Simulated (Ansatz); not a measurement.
Free-standing chains of the atoms of Rb, named by their start (strip: triangular double chain, ladder: square double chain); atoms and period are relaxed, and energies count from relaxed bulk Rb (Im-3m, 88.04 Å³/atom, gap on the mesh 0.00 eV).

Computed with DFT PBEsol, scalar-relativistic, plane waves, PAW in Ansatz.

Cutoff 420 eV, Gaussian smearing of 0.05 eV, energies at zero smearing, symmetry of each start kept, collinear spin where a moment is listed.

| start | atoms | k mesh | excess energy (eV per host atom) | period (Å) | gap on the mesh (eV) | highest filled level or Fermi level under vacuum (eV) |
| --- | --- | --- | --- | --- | --- | --- |
| linear chain | 1 | 1×1×15 | 0.375 | 4.477 | 0 | 2.65 |
| dimerised chain | 2 | 1×1×8 | 0.376 | 8.973 | 0 | 2.70 |
| ladder chain | 4 | 1×1×8 | 0.354 | 8.971 | 0.20 | - |
| strip chain | 2 | 1×1×14 | 0.334 | 4.772 | 0 | - |

Zero in every row: size of the moment (μB per cell).

Gaps under about 0.2 eV rest on few k points and may close between them. The vacuum is thin at the end. Each run keeps its start's symmetry and one magnetic start, so lower states can exist. Rows stand on unlike meshes and boxes, so starts that end alike can differ by a few hundredths of an eV per atom.

Cost: 4 runs of about 6 core-minutes in all, on Arm Neoverse V1 (shared hosts).